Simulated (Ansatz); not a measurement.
Nb (bcc, W type)

```yaml
crystal:
  lattice:
    - [-1.65135, 1.65135, 1.65135]
    - [1.65135, -1.65135, 1.65135]
    - [1.65135, 1.65135, -1.65135]
  atoms:
    - { symbol: Nb, position: [0.00000, 0.00000, 0.00000] }
```

The slice is a {211} plane (indices of the conventional cell) through the point (0.000, 0.000, 0.000) (fractional), spanned by u = [111] and v = [1 0 -1] in vectors of this cell: u (2.86 Å) and v (4.67 Å, at 90° to u). It covers one period; positions are fractions (u, v).

Level of theory: r2SCAN (plane waves to 500 eV, PAW, scalar-relativistic; Ansatz, a first-principles code). k mesh 20×20×20. These are valence fields of a PAW run, semicore shells included where kept as valence: close to a nucleus they are smooth pseudo fields. Nb is run without spin polarisation. Nb was relaxed with its symmetry unable to fall.

Problem. What is the ELF at the midpoint of the shortest Nb–Nb line in this plane (2.86 Å)?

Solution. 0.24.

Problem. What is the valence density on the shortest Nb–Nb line in this plane (2.86 Å), at its midpoint?

Solution. 0.28 e/Å³.

Problem. Sketch the electron localisation function (ELF) on this plane as a map.

Solution. 
```
|xxxxxxxx@@%%++::    ..    ::++%%@@xxxxxx|
|xxxxxx@@@@%%==..  ......  ..==%%@@@@xxxx|
|xxxx@@@@%%**::    ..::..    ::**%%@@@@xx|
|@@@@@@%%**--..    ::::::    ..--**%%@@@@|
|%%%%##++--..    ..------..    ..--++##%%|
|++++--::      ..::======::..      ::--++|
|....        ..::==++++++==::..        ..|
|          ..::--==++++++==--::..        |
|........::----==++++++++++==----::......|
|----------======================--------|
|==============--------------============|
|========--------::::::::::--------======|
|======----::::::::::::::::::::::----====|
|==----::::::..................::::::----|
|----::::..........................::::--|
|----::::..........................::::--|
|----::::..........................::::--|
|==----::::::..................::::::----|
|======----::::::::::::::::::::::----====|
|========--------::::::::::--------======|
|==============--------------============|
|----------======================--------|
|........::----==++++++++++==----::......|
|          ..::--==++++++==--::..        |
|....        ..::==++++++==::..        ..|
|++++--::      ..::======::..      ::--++|
|%%%%##++--..    ..------..    ..--++##%%|
|@@@@@@%%**--..    ::::::    ..--**%%@@@@|
|xxxx@@@@%%**::    ..::..    ::**%%@@@@xx|
|xxxxxx@@@@%%==..  ......  ..==%%@@@@xxxx|
|xxxxxxxx@@%%++::    ..    ::++%%@@xxxxxx|
|xxxxxxxx@@@@**::    ..    ::**@@@@xxxxxx|
```
Scale: ten equal steps from 0.18 (start of ' ') to 0.78 (end of '@'), in the order ' .:-=+*#%@'. Values: electron localisation function (ELF). The map has 20 points along u (two characters each, u = 0 at the left) and 32 along v (v = 0 in the bottom row). Points within 0.5 Å of a nucleus are blanked (x), as the pseudised field means little there.
